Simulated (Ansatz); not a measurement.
A geometry of Pb away from equilibrium: the start of the relaxation of a relaxed Pb cell displaced along its unstable phonon at q = (½, 0, 0) of its primitive reciprocal cell (24i cm⁻¹), largest move 0.15 Å. Level of theory: PBEsol (plane waves to 420 eV, PAW, scalar-relativistic; Ansatz, a program for electronic structure). Γ-centred k-mesh 4×8×4 on the run's cell (coarser than for final values), Fermi–Dirac smearing 0.05 eV.

```xyz
8
Lattice="9.7329 0.0000 0.0000 -2.4332 4.2145 0.0000 0.0000 0.0000 8.0335" Properties=species:S:1:pos:R:3 pbc="T T T"
Pb     0.0776     2.8545     0.6272
Pb     4.7889     2.7648     0.3866
Pb     2.5108     1.4496     4.4034
Pb     7.2221     1.3600     4.6440
Pb     2.3556     1.3600     7.4063
Pb     7.3773     1.4496     7.6469
Pb    -0.0776     2.7648     3.6301
Pb     4.9441     2.8545     3.3895
```

Question: Predict the force on each atom, in eV/Å.

Answer: 
```
atom     Fx     Fy     Fz
----  -----  -----  -----
Pb1    0.10   0.06  -0.01
Pb2    0.03   0.02  -0.08
Pb3   -0.03  -0.02  -0.08
Pb4   -0.10  -0.06  -0.01
Pb5   -0.10  -0.06   0.01
Pb6   -0.03  -0.02   0.08
Pb7    0.03   0.02   0.08
Pb8    0.10   0.06   0.01
```

Question: What is the pressure?

Answer: -0.1 GPa, compression positive.

Question: How far above the relaxed end point is this geometry?

Answer: 0.35 to 0.36 eV/atom (the two k-meshes of the run give this range); the path ends in P6₃/mmc (No. 194) (hcp (Mg type)).

No spin polarisation in the result.

The run could not lose the symmetry of its start.

Of the parent cell (P6₃/mmc (No. 194)): it is a generated cell of Pb: the first start was made by placing the elements on the sites of a structure type, and the end was not matched to a known phase here, so it may be hypothetical. Known forms of Pb include space group No. 225.

The relaxed structure has the type that Pb is known to take under pressure; here it was relaxed at zero pressure, from a generated start.
